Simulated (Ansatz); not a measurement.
SrCl2:
Space group Fm-3m (No. 225); a = b = c = 7.041 Å, α = β = γ = 90.00°

```tsv
atom	site	symmetry	x	y	z
Sr	4a	m-3m	0.0000	0.0000	0.0000
Cl	8c	-43m	0.2500	0.2500	0.2500
```
(The calculation used a cell of 3 atoms; values per cell refer to that cell.)

Relaxed with PBE. Independent-particle spectrum: no excitons, no local fields, no scissors shift; 0.1 eV broadening; ε₁ of the summed bands alone.

Q: Tabulate the dielectric function from the program Ansatz at the PBE level (PAW).

A: 

| E (eV) | ε₁ xx | ε₂ xx |
|---|---|---|
| 0.0 | 3.14 | 0.00 |
| 0.3 | 3.14 | 0.00 |
| 0.6 | 3.15 | 0.00 |
| 0.9 | 3.16 | 0.00 |
| 1.2 | 3.18 | 0.00 |
| 1.5 | 3.20 | 0.00 |
| 1.8 | 3.23 | 0.00 |
| 2.1 | 3.26 | 0.00 |
| 2.4 | 3.30 | 0.00 |
| 2.7 | 3.35 | 0.00 |
| 3.0 | 3.41 | 0.00 |
| 3.3 | 3.48 | 0.00 |
| 3.6 | 3.56 | 0.00 |
| 3.9 | 3.66 | 0.00 |
| 4.2 | 3.78 | 0.00 |
| 4.5 | 3.92 | 0.00 |
| 4.8 | 4.11 | 0.00 |
| 5.1 | 4.35 | 0.00 |
| 5.4 | 4.71 | 0.00 |
| 5.7 | 5.23 | 0.27 |
| 6.0 | 5.65 | 0.58 |
| 6.3 | 6.25 | 1.13 |
| 6.6 | 6.28 | 1.90 |
| 6.9 | 7.51 | 2.24 |
| 7.2 | 7.88 | 5.36 |
| 7.5 | 5.04 | 9.15 |
| 7.8 | 1.43 | 6.64 |
| 8.1 | 0.91 | 5.30 |
| 8.4 | -0.50 | 5.06 |
| 8.7 | 0.76 | 2.87 |
| 9.0 | 1.67 | 3.19 |
| 9.3 | 1.71 | 4.72 |
| 9.6 | -0.40 | 3.91 |
| 9.9 | -0.66 | 2.42 |
| 10.2 | -0.24 | 1.89 |
| 10.5 | 0.57 | 1.33 |
| 10.8 | 1.24 | 1.61 |
| 11.1 | 1.60 | 2.21 |
| 11.4 | 0.93 | 2.53 |
| 11.7 | 0.80 | 2.17 |
| 12.0 | 0.98 | 2.37 |

Q: From ε at 6.1 eV (xx: 5.83 + 0.71i), find n, k, the normal reflectivity and the absorption coefficient.

A: n = 2.42, k = 0.147, R = 17 %, α = 2kE/ħc = 91000 cm⁻¹.

With all bands, ε∞ without local fields is 3.17. DFPT, with local fields, gives 2.88.

The PBE relaxation kept the symmetry of its start; phonons on a q-mesh show no instability. Scalar-relativistic: spin–orbit coupling is off unless named, which matters more the heavier the elements.

Potentials: the later of the program's two PAW sets.
